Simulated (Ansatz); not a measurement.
**Bands of SnTe**

```yaml
crystal:
  lattice:
    - [0.00000, 3.15650, 3.15650]
    - [3.15650, 0.00000, 3.15650]
    - [3.15650, 3.15650, 0.00000]
  atoms:
    - { symbol: Sn, position: [0.00000, 0.00000, 0.00000] }
    - { symbol: Te, position: [0.50000, 0.50000, 0.50000] }
```

Atoms are numbered in the order listed.

The conventional cell has a = 6.313 Å, b = 6.313 Å, c = 6.313 Å, α = 90.00°, β = 90.00°, γ = 90.00°. Sn (atom 1) has 6 Te at 3.16 Å as nearest neighbours. Te (atom 2) is surrounded by 6 Sn at 3.16 Å.

The cell comes from COD entry 9008726, which wasn't checked; take it as a given geometry.

These are results of Ansatz 0.2.0, DFT, PBE, all-electron LAPW, Dirac equation with spin-orbit coupling, not measurements.

Numerical set-up: a Γ-centred 11×11×11 k mesh, Fermi–Dirac smearing of 0.08 eV, basis error target 0.25 meV/atom, no spin polarisation.

Points in fractions of the reciprocal vectors of this cell: Γ (0, 0, 0), X (0.5, 0, 0.5), U (0.625, 0.25, 0.625), K (0.375, 0.375, 0.75), L (0.5, 0.5, 0.5), W (0.5, 0.25, 0.75). The path joins them by straight lines in the order Γ–X–U–K–Γ–L–W–X; legs that retrace an earlier one aren't tabulated. Energies are in eV from the top of the valence band.

Task: Is there a gap, and where are the band edges?

Result: 0.24 eV, direct at L (0.5, 0.5, 0.5) (so small a gap may close at points that the mesh and path miss).

Task: List the levels between -8 and 4.5 eV at the symmetry points.

Result: 
Γ: -4.57 (×2), -2.60 (×2), -1.76 (×4), 2.87 (×2), 3.72 (×4)
X: -6.34 (×2), -5.46 (×2), -3.85 (×2), -3.40 (×2), 2.32 (×2)
U: -7.29 (×2), -5.06 (×2), -3.20 (×2), -2.53 (×2), 2.90 (×2), 3.37 (×2), 4.32 (×2)
K: -7.29 (×2), -5.06 (×2), -3.20 (×2), -2.53 (×2), 2.90 (×2), 3.37 (×2), 4.32 (×2)
L: -2.02 (×2), -1.43 (×2), 0.00 (×2), 0.24 (×2), 0.43 (×2), 0.65 (×2)
W: -7.23 (×2), -4.80 (×2), -4.62 (×2), -0.73 (×2), 0.94 (×2)

Kohn–Sham gaps of semilocal functionals usually fall short of measured ones.
